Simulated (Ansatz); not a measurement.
Fields on a plane of ZrGeS (space group P4/nmm)

```xyz
6
Lattice="3.6019 0.0000 0.0000 0.0000 3.6019 0.0000 0.0000 0.0000 7.9879" Properties=species:S:1:pos:R:3 pbc="T T T"
Zr     0.0000     1.8010     5.7791
Zr     1.8010     0.0000     2.2088
Ge     1.8010     1.8010     0.0000
Ge     0.0000     0.0000     0.0000
S      0.0000     1.8010     3.0330
S      1.8010     0.0000     4.9550
```

The slice is a (001) plane (indices of the conventional cell) through the point (0.500, 0.000, 0.620) (fractional), spanned by u = [100] and v = [010] in vectors of this cell: u (3.60 Å) and v (3.60 Å, at 90° to u). It covers one period; positions are fractions (u, v).

Atoms on it: S at (0.00, 0.00). Other atoms lie within 1 Å of the plane.

Method: PBEsol (plane waves to 420 eV, PAW, scalar-relativistic; Ansatz, a program for electronic structure). k mesh 13×13×6. These are valence fields of a PAW run, semicore shells included where kept as valence: close to a nucleus they are smooth pseudo fields. ZrGeS is run without spin polarisation. ZrGeS was relaxed with its symmetry unable to fall.

```
|78999987766677899998|
|99999887766677889999|
|99999887766677889999|
|99998877766677788999|
|99888777777777778889|
|88887777788877777888|
|77777778888888777777|
|77777778999998777777|
|66666788999998876666|
|66666788999998876666|
|66666788999998876666|
|77777778999998777777|
|77777778888888777777|
|88887777788877777888|
|99888777777777778889|
|99998877766677788999|
|99999887766677889999|
|99999887766677889999|
|78999987766677899998|
|07999987766677899997|
```
Scale: ten equal steps from -3.00 (start of '0') to 0.13 (end of '9'), in the order '0123456789'. Values: log₁₀ of the valence density in e/Å³. The map has 20 points along u (one character each, u = 0 at the left) and 20 along v (v = 0 in the bottom row). The scale is logarithmic, as a density can span decades between atoms and voids; values under 0.001 e/Å³ are set to 0.001.

```
|xxx%@@%*-. .-*%@@%xx|
|xx#@@@%+:   :+%@@@#x|
|#%@@@@#=.   .=#@@@@%|
|@@@@@%+:     :+%@@@@|
|@@@@%+:       :+%@@@|
|@%%#+:.  ...  .:+#%%|
|#*+=:  .:---:.  :=+*|
|--:.   :=+*+=:   .:-|
|..    .-+*#*+-.    .|
|      .-*###*-.     |
|..    .-+*#*+-.    .|
|--:.   :=+*+=:   .:-|
|#*+=:  .:---:.  :=+*|
|@%%#+:.  ...  .:+#%%|
|@@@@%+:       :+%@@@|
|@@@@@%+:     :+%@@@@|
|#%@@@@#=.   .=#@@@@%|
|xx#@@@%+:   :+%@@@#x|
|xxx%@@%*-. .-*%@@%xx|
|xxx#@@@#-. .-#@@@#xx|
```
Scale: ten equal steps from 0.07 (start of ' ') to 0.85 (end of '@'), in the order ' .:-=+*#%@'. Values: electron localisation function (ELF). The map has 20 points along u (one character each, u = 0 at the left) and 20 along v (v = 0 in the bottom row). Points within 0.5 Å of a nucleus are blanked (x), as the pseudised field means little there.
